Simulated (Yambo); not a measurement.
CdS (wurtzite, space group P6_3mc, No. 186), G0W0@PBE in Yambo with this input:

```
rim_cut
gw0
dyson
el_el_corr
HF_and_locXC
ppa
em1d
RandQpts= 1000000
RandGvec= 1 Ry
EXXRLvcs= 102 Ry
VXCRLvcs= 408 Ry
Chimod= "HARTREE"
% BndsRnXp
 9 | 195 |
%
NGsBlkXp= 8 Ry
% LongDrXp
 1.0 | 1.0 | 1.0 |
%
PPAPntXp= 27.2114 eV
% GbndRnge
 1 | 195 |
%
GTermKind= "BG"
DysSolver= "n"
ExtendOut
```

On a 3×3×2 mesh, with wavefunctions cut at 102 Ry, the gap (Γ → Γ) is 2.134 eV and the valence edge shifts by -0.760 eV.

Question: What happens with this change: 1 Ry block?

Answer: The gap falls by 0.201 eV, to 1.933 eV; the shift of the valence edge becomes -0.312 eV. Neither run is shown to be the converged limit.

Spin-orbit coupling is not included.

Geometry of the Materials Project entry, not relaxed at this level; primitive cell a = 4.1688 Å, b = 4.1688 Å, c = 6.7796 Å, α = 90.00°, β = 90.00°, γ = 120.00°.

A shift is the quasiparticle energy of the state minus its PBE energy.
